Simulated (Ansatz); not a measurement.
Ti5SiMo: relaxed-ion elastic tensor

The calculation used DFT PBE, scalar-relativistic, plane waves, PAW (Ansatz 0.2.0). Settings: 420 eV plane-wave cutoff, Γ-centred 8×8×6 mesh, Gaussian smearing of 0.10 eV. No spin polarisation.

The cell, relaxed at this level:
```
Ti Si Mo
1.0
     4.45332    0.00000    0.00000
     0.00000    4.45332    0.00000
     0.00000    0.00000    6.10874
Ti Si Mo
5 1 1
Direct
  0.00000 0.50000 0.25791
  0.00000 0.50000 0.74209
  0.50000 0.00000 0.25791
  0.50000 0.00000 0.74209
  0.00000 0.00000 0.00000
  0.00000 0.00000 0.50000
  0.50000 0.50000 0.00000
```

The structure comes from a generated guess, relaxed at this level; another structure or a mixture of phases may lie lower. In a metal, frequencies and elastic constants depend on the k mesh and the smearing, soft modes and shear constants most.

**Question.** Give the relaxed-ion elastic constants (GPa, Voigt order xx yy zz yz xz xy, on the Cartesian axes of the cell above).

**Answer.**
```
181.5  91.7  92.2   0.0   0.0   0.0
 91.7 181.5  92.2   0.0   0.0   0.0
 92.2  92.2 138.0   0.0   0.0   0.0
  0.0   0.0   0.0  51.5   0.0   0.0
  0.0   0.0   0.0   0.0  51.5   0.0
  0.0   0.0   0.0   0.0   0.0  28.7
```

**Question.** Is the crystal stable against homogeneous strain?

**Answer.** Yes: the least eigenvalue of the tensor is 28.7 GPa.

**Question.** And the moduli of a polycrystal (Hill averages)?

**Answer.** B = 116 GPa, G = 40 GPa, E = 107 GPa, ν = 0.35.
